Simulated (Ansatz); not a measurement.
A plane-wave DFT run in Ansatz 0.2.0 (scalar-relativistic PAW potentials unless the input names others): input and command.

```yaml
crystal:
  lattice:
    - [3.2790275592, 0.0, 0.0]
    - [-1.6395137796, 2.839721166, 0.0]
    - [0.0, 0.0, 12.7886113051]
  atoms:
    - { symbol: W, position: [0.3333333333, 0.6666666667, 0.25] }
    - { symbol: W, position: [0.6666666667, 0.3333333333, 0.75] }
    - { symbol: Se, position: [0.3333333333, 0.6666666667, 0.6182912222] }
    - { symbol: Se, position: [0.6666666667, 0.3333333333, 0.1182912222] }
    - { symbol: Se, position: [0.3333333333, 0.6666666667, 0.8817087778] }
    - { symbol: Se, position: [0.6666666667, 0.3333333333, 0.3817087778] }
kpoints:
  mp_grid: { grid: [12, 12, 4] }
hamiltonian:
  xc: lda
  dispersion: d3bj
scf:
  occupations: { method: gaussian, width: 0.05 }
output:
  forces: true
  eigenvalues: true
  stress: true
```

```bash
ansatz run input.yaml --threads 1 --pin off --max-ram 2560MiB --backend cpu --events-out ev --progress --plain --runs-dir out
```

Abridged log:
```
Warning: the engine holds no damping parameters fitted to this dispersion correction and functional, so the run takes those fitted to pbe (hamiltonian.dispersion, under Limitations)
Basis set: ecut = 420 eV, 2347 PW (Γ)
Bands: 56, of which v1, the nominal top of the filled ones, is band 46 counted from 1 (45 counted from 0)
Symmetry: 24 space group operations
k-points: 57 of 576
SCF iter   1: F=—  HF=-41799.182684 eV  |F-HF|=—  |Δ(HF+E_count)|=         —  Δρ=6.26e-3  dr2=2.08e-2  ethr=1.77e-3  ⟨swp⟩=6.1  Hψ=11588  notcnv=0  defer=2
SCF iter   2: F=—  HF=-41799.182577 eV  |F-HF|=—  |Δ(HF+E_count)|=   1.07e-4  Δρ=3.56e-3  dr2=5.89e-3  ethr=2.26e-5  ⟨swp⟩=2.5  Hψ=5225  notcnv=0  defer=20
SCF iter   3: F=—  HF=-41799.183085 eV  |F-HF|=—  |Δ(HF+E_count)|=   5.08e-4  Δρ=1.21e-3  dr2=1.44e-3  ethr=6.41e-6  ⟨swp⟩=2.0  Hψ=3955  notcnv=0  defer=4
automatic band count: iteration 3 solves 55 bands in place of 56: the levels show a gap, and the empty bands left out lie too high to hold charge; the band table lists the bands solved (type scf.n_extra_bands for more)
SCF iter   4: F=—  HF=-41799.182961 eV  |F-HF|=—  |Δ(HF+E_count)|=   1.23e-4  Δρ=1.67e-4  dr2=5.98e-5  ethr=1.57e-6  ⟨swp⟩=2.7  Hψ=5043  notcnv=0  defer=4
SCF iter   5: F=—  HF=-41799.182955 eV  |F-HF|=—  |Δ(HF+E_count)|=   6.02e-6  Δρ=4.06e-5  dr2=2.87e-6  ethr=6.50e-8  ⟨swp⟩=2.2  Hψ=4323  notcnv=0  defer=4
SCF iter   6: F=—  HF=-41799.182956 eV  |F-HF|=—  |Δ(HF+E_count)|=   3.07e-7  Δρ=1.39e-5  dr2=3.18e-7  ethr=3.12e-9  ⟨swp⟩=2.2  Hψ=3630  notcnv=0  defer=4
SCF iter   7: F=-41799.182956 eV  HF=-41799.182956 eV  |F-HF|=3.33e-8  |Δ(HF+E_count)|=   8.29e-8  Δρ=2.78e-6  dr2=9.16e-9  ethr=1.09e-10  ⟨swp⟩=7.8  Hψ=12159  notcnv=0
SCF 1 converged in 7 iterations: F = -41799.182956 eV  dr2 = 9.16e-9
SCF converged after 7 iterations
Free energy (F): -41799.182956 eV
Harris-Foulkes:  -41799.182956 eV  (|F-HF|=3.33e-8)
Internal energy: -41799.182956 eV  (E = F + TS)
E sigma→0 (E₀):  -41799.182956 eV
Fermi energy:    13.431919 eV
  E_disp       = -2.853607  (pairwise vdW)
--- Forces (eV/Å), atoms counted from 1 ---
  atom   1  W      0.00000000     0.00000000     0.00000000
  atom   2  W      0.00000000     0.00000000     0.00000000
  atom   3  Se     0.00000000     0.00000000     0.50049065
  atom   4  Se     0.00000000     0.00000000     0.50049065
  atom   5  Se     0.00000000     0.00000000    -0.50049065
  atom   6  Se     0.00000000     0.00000000    -0.50049065
--- Stress (GPa, compression-positive) ---
       -7.667907       0.000000       0.000000
        0.000000      -7.667907       0.000000
        0.000000       0.000000      -8.405745
  P = ⅓ Tr σ = -7.9139 GPa (-79.139 kbar)
```

Apart from outputs and empty bands, the input differs from a reference run on usual settings in hamiltonian.xc: "pbe" → "lda"; basis.ecutwfc: 420 → not typed. The reference, at the same geometry, gave pressure -0.01 GPa, largest force 0.001 eV/Å, gap on the mesh 0.90 eV. This run converged in 7 SCF iterations (reference: 7) with a total energy on another zero, pressure -7.91 GPa, largest force 0.500 eV/Å, gap on the mesh 0.85 eV.

The run took 21 s on 1 thread of Arm Neoverse V1, on a shared host, peak memory 0.53 GiB.